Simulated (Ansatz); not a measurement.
InGaAs2:
Space group R3m, hexagonal axes (No. 160); a = b = 4.1525 Å, c = 20.4207 Å, α = β = 90.00°, γ = 120.00°

```json
[
 {"atom": "In", "site": "3a", "symmetry": "3m", "x": "0.0000", "y": "0.0000", "z": "0.6243"},
 {"atom": "Ga", "site": "3a", "symmetry": "3m", "x": "0.0000", "y": "0.0000", "z": "0.1250"},
 {"atom": "As", "site": "3a", "symmetry": "3m", "x": "0.0000", "y": "0.0000", "z": "0.0053"},
 {"atom": "As", "site": "3a", "symmetry": "3m", "x": "0.0000", "y": "0.0000", "z": "0.4954"}
]
```
(The calculation used a cell of 4 atoms; values per cell refer to that cell.)

Relaxed at zero pressure with the program Ansatz at the PBEsol level (PAW).

Task: The volume is raised by 9 % and shape and atoms relax at that volume. What pressure results, and how do the axes share the change?

Result: -4.3 GPa; a 3.0 %, b 3.0 %, c 2.7 %; the energy rises by 33 meV/atom.

Task: Give the new structure.

Result: 
Space group R3m, hexagonal axes (No. 160); a = b = 4.2769 Å, c = 20.9820 Å, α = β = 90.00°, γ = 120.00°

```json
[
 {"atom": "In", "site": "3a", "symmetry": "3m", "x": "0.0000", "y": "0.0000", "z": "0.3751"},
 {"atom": "Ga", "site": "3a", "symmetry": "3m", "x": "0.0000", "y": "0.0000", "z": "0.8754"},
 {"atom": "As", "site": "3a", "symmetry": "3m", "x": "0.0000", "y": "0.0000", "z": "0.9952"},
 {"atom": "As", "site": "3a", "symmetry": "3m", "x": "0.0000", "y": "0.0000", "z": "0.5043"}
]
```

The phase is kept; no other phase was compared at this pressure.

The first step of the workflow began from a Materials Project structure, measured or hypothetical; the Crystallography Open Database copy checked does not list it. With In and Ga taken as one species the cell has the higher symmetry F-43m, so it may be an ordered model of a mixed-site phase. Its standing as an ambient phase is unchecked. The PBEsol relaxation kept the symmetry of its start; its stability against distortions is not shown here.

Potentials: the later of the program's two PAW sets.
